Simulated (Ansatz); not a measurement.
**Stability checks on a candidate for HfSn₂S₆**

The structure comes from a generated guess, relaxed at this level; another structure or a mixture of phases may lie lower.

The calculation used Ansatz, DFT PBE, scalar-relativistic, plane waves, PAW. Cutoff 420 eV, Γ-centred 12×12×2 mesh (9-atom cell), Gaussian smearing of 0.02 eV, no spin polarisation.

```
Hf Sn S
1.0
     3.68433    0.00000    0.00000
    -1.84217    3.19073    0.00000
     0.00000    0.00000   20.41665
Hf Sn S
1 2 6
Direct
  0.00000 0.00000 0.00000
  0.00000 0.00000 0.66817
  0.00000 0.00000 0.33183
  0.33333 0.66667 0.74091
  0.33333 0.66667 0.07010
  0.33333 0.66667 0.40456
  0.66667 0.33333 0.92990
  0.66667 0.33333 0.25909
  0.66667 0.33333 0.59544
```

Formation energies are uncorrected and refer to the elements' standard structures at the same level. The references include grey tin.

Problem. These tests were run: energy against the elements; phonons on a 2×2×1 q mesh; elastic tensor. What do they show?

Solution.

```csv
test,result
energy against the elements,−0.781 eV/atom
phonons on a 2×2×1 q mesh,no imaginary mode on the mesh
elastic tensor,least eigenvalue 0 GPa
```

It fails none of these tests. Whether a mixture of other phases lies lower isn't tested here.

Weakly bound directions are ill-defined at this level, which has no dispersion term. These runs have no spin–orbit coupling, which can matter for Hf. The reference form of S is held partly by dispersion forces, which this level lacks. The run for the phonons used a 12×12×2 k mesh. The run for the elastic tensor used a 12×12×2 k mesh.
